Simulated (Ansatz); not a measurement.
Phonon dispersion of LaY₃O₆

Computed with DFT PBE, scalar-relativistic, plane waves, PAW (Ansatz 0.2.0). Settings: 420 eV plane-wave cutoff, Γ-centred 6×6×2 mesh, fixed occupations. No spin polarisation. Phonons by linear response, acoustic sum rule imposed.

Equilibrium structure at this level:
```yaml
crystal:
  lattice:
    - [3.74326, 0.00000, 0.00000]
    - [-1.87163, 3.24176, 0.00000]
    - [0.00000, 0.00000, 11.93969]
  atoms:
    - { symbol: La, position: [0.66667, 0.33333, 0.38036] }
    - { symbol: Y, position: [0.66667, 0.33333, 0.87805] }
    - { symbol: Y, position: [0.33333, 0.66667, 0.12014] }
    - { symbol: Y, position: [0.33333, 0.66667, 0.63646] }
    - { symbol: O, position: [0.66667, 0.33333, 0.16419] }
    - { symbol: O, position: [0.66667, 0.33333, 0.68115] }
    - { symbol: O, position: [0.33333, 0.66667, 0.31291] }
    - { symbol: O, position: [0.33333, 0.66667, 0.82562] }
    - { symbol: O, position: [0.00000, 0.00000, 0.99332] }
    - { symbol: O, position: [0.00000, 0.00000, 0.50781] }
```

The cell was found from a structure generator's guess, not taken from experiment. The q mesh is coarse, so values between its points are rough.

Force constants from linear response on a 2×2×1 q mesh.

Path: Γ–M–K–Γ–A–L–H–A | L–M | H–K. Only the points of the 2×2×1 mesh were computed; the rest is interpolation, which is rough on so few points. On the mesh no mode is imaginary. Distance along the path (Å⁻¹), then the branches (cm⁻¹, negative for imaginary; the LO field is included):
```
0.000  0 0 0 70 70 105 105 121 127 127 159 182 193 202 202 238 300 393 399 410 422 435 442 446 450 460 461 468 537 593
0.242  33 38 61 77 80 102 112 126 137 156 169 196 200 209 211 238 290 319 388 400 403 421 434 449 451 461 488 502 544 589
0.485  54 66 69 92 104 119 126 131 156 186 199 220 221 224 225 244 269 284 360 377 388 393 411 435 447 461 508 522 558 578
0.727  62 80 82 94 117 126 137 139 152 191 215 229 234 240 244 263 275 300 337 364 366 374 390 418 446 462 517 520 559 564
0.969  66 81 86 91 127 130 137 142 148 188 205 237 242 246 260 267 285 305 338 350 362 368 382 411 446 462 513 526 549 562
1.109  72 80 89 93 125 131 140 146 150 187 210 227 242 251 262 268 284 305 332 344 369 375 381 406 451 468 510 522 545 558
1.249  74 84 90 102 124 131 150 154 156 186 212 228 236 260 266 273 283 303 325 337 361 389 393 399 464 481 504 512 535 546
1.389  75 83 95 107 125 128 161 162 166 185 200 233 245 260 274 280 284 295 321 335 350 381 405 413 477 492 496 505 519 530
1.529  76 81 101 104 126 127 165 166 172 185 193 233 255 256 279 282 285 291 317 334 350 374 410 420 481 496 498 506 511 518
1.808  73 84 86 111 123 128 148 157 170 189 197 225 242 251 264 271 283 294 324 344 357 394 401 405 466 478 503 518 534 542
2.088  50 63 89 106 112 118 134 140 164 186 193 204 232 233 240 254 269 282 344 373 384 396 402 425 452 464 508 530 550 570
2.368  10 57 63 82 85 102 117 128 138 160 170 199 203 211 214 239 288 308 387 391 405 417 431 446 451 460 492 510 545 588
2.648  0 0 0 70 70 105 105 121 127 127 159 182 193 202 202 238 300 393 399 410 422 435 442 446 450 460 461 468 537 593
2.680  6 6 9 69 69 106 106 120 127 127 162 182 182 202 202 226 393 393 410 410 422 425 436 446 450 450 461 461 521 549
2.746  18 18 27 65 65 107 107 110 127 127 169 183 183 202 202 224 393 393 410 410 422 426 436 446 450 450 461 461 521 549
2.812  30 30 45 59 59 96 108 108 126 126 177 183 183 202 202 221 393 393 409 409 422 427 435 446 450 450 461 461 521 549
2.878  40 40 51 51 62 81 110 110 126 126 183 183 183 202 202 218 393 393 409 409 421 428 434 446 450 450 461 461 521 549
3.032  31 40 56 61 73 84 109 115 126 134 179 186 188 204 207 219 349 362 392 408 416 432 443 450 457 461 472 474 533 555
3.274  30 57 79 82 93 109 116 129 150 170 187 205 209 216 224 232 273 299 383 383 397 401 427 445 447 462 501 516 557 575
3.516  51 70 84 96 113 120 133 136 166 183 213 224 229 233 234 250 269 293 343 371 374 381 403 427 446 462 509 529 553 575
3.759  61 77 90 95 119 127 142 142 160 179 216 235 236 245 250 265 282 299 337 361 363 370 382 413 446 462 513 523 552 564
3.950  65 78 90 95 120 128 140 145 160 178 219 232 240 244 253 268 283 301 339 355 366 371 377 409 448 464 516 518 553 559
4.090  80 82 88 100 120 130 137 152 165 180 217 234 237 247 262 269 283 303 330 344 367 382 386 399 458 474 510 512 544 551
4.229  82 89 98 107 121 129 134 159 173 181 209 232 248 256 267 271 284 301 324 337 355 384 400 404 472 486 500 506 528 538
4.369  80 98 104 110 123 126 134 166 177 179 204 232 260 266 267 272 284 294 324 337 345 375 412 415 482 493 496 508 511 523
4.579  81 92 105 111 122 127 133 163 177 181 204 229 257 261 267 272 285 295 322 338 349 378 410 412 476 489 498 509 519 529
4.859  74 80 91 105 116 124 132 147 172 190 202 211 240 243 249 264 277 288 335 349 374 386 404 414 456 469 513 520 548 555
5.139  58 64 69 82 109 115 121 127 162 172 186 202 216 219 233 240 275 281 374 384 389 398 422 438 450 461 508 517 563 570
5.418  35 37 57 61 79 85 109 115 129 135 179 188 189 204 209 219 342 354 392 407 415 430 442 449 457 461 477 478 537 557
5.558  62 78 91 94 120 128 143 143 160 178 218 235 237 246 252 267 284 300 341 360 362 368 378 410 446 462 516 519 554 560
5.624  63 79 90 94 120 128 142 142 157 180 215 237 238 246 252 267 284 301 340 358 362 368 379 410 446 462 515 520 553 560
5.690  64 80 89 93 122 129 141 142 152 184 210 237 240 246 255 267 284 302 339 355 362 368 380 411 446 462 514 523 551 561
5.756  65 81 87 92 125 130 139 142 149 187 206 237 241 246 258 267 285 304 338 351 362 368 382 411 446 462 513 525 550 562
5.822  66 81 86 91 127 130 137 142 148 188 205 237 242 246 260 267 285 305 338 350 362 368 382 411 446 462 513 526 549 562
5.854  80 101 103 108 124 125 136 167 176 180 203 232 262 266 270 272 284 293 325 336 344 373 413 417 483 495 498 506 511 518
5.920  78 98 102 103 124 125 146 167 174 182 201 233 259 262 273 277 284 292 322 335 346 373 412 418 482 495 498 506 511 518
5.986  77 88 102 103 125 126 156 166 173 184 197 233 257 258 276 280 285 292 319 334 348 374 410 420 482 496 498 506 511 518
6.052  76 82 101 104 125 127 164 166 172 185 194 233 255 256 279 282 285 291 317 334 350 374 410 420 482 496 498 506 511 518
```
